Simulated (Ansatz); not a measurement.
This run works on a proposed trial structure, not on a known crystal.

Input and command of a plane-wave DFT calculation in Ansatz:

```yaml
crystal:
  lattice:
    - [1.8720378105, 1.0808215338, 8.8180267928]
    - [-1.8720378105, 1.0808215338, 8.8180267928]
    - [0.0, -2.1616430676, 8.8180267928]
  atoms:
    - { symbol: "Y", position: [0.0, 0.0, 0.0] }
    - { symbol: Lu, position: [0.7846330487, 0.7846330487, 0.7846330487] }
    - { symbol: Lu, position: [0.2153669513, 0.2153669513, 0.2153669513] }
    - { symbol: O, position: [0.1220592653, 0.1220592653, 0.1220592653] }
    - { symbol: O, position: [0.7032737794, 0.7032737794, 0.7032737794] }
    - { symbol: O, position: [0.8779407347, 0.8779407347, 0.8779407347] }
    - { symbol: O, position: [0.2967262206, 0.2967262206, 0.2967262206] }
basis:
  ecutwfc: 500
kpoints:
  mp_grid: { grid: [12, 12, 12] }
hamiltonian:
  xc: r2scan
scf:
  occupations: { method: gaussian, width: 0.1 }
output:
  forces: true
  stress: true
  eigenvalues: true
```

```bash
ansatz run input.yaml --threads 1 --pin off --max-ram 2560MiB --backend cpu --events-out ev --progress --plain --runs-dir out
```

Processor: Arm Neoverse V2, 1 thread, on a host shared with other jobs.

**Question.** How long does it run, and how much memory does it take?

**Answer.** About 3 min, peak memory 1.2 GiB. It solves 51 bands at 189 k points (after reduction by symmetry) with about 2727 plane waves, in 10 SCF iterations.
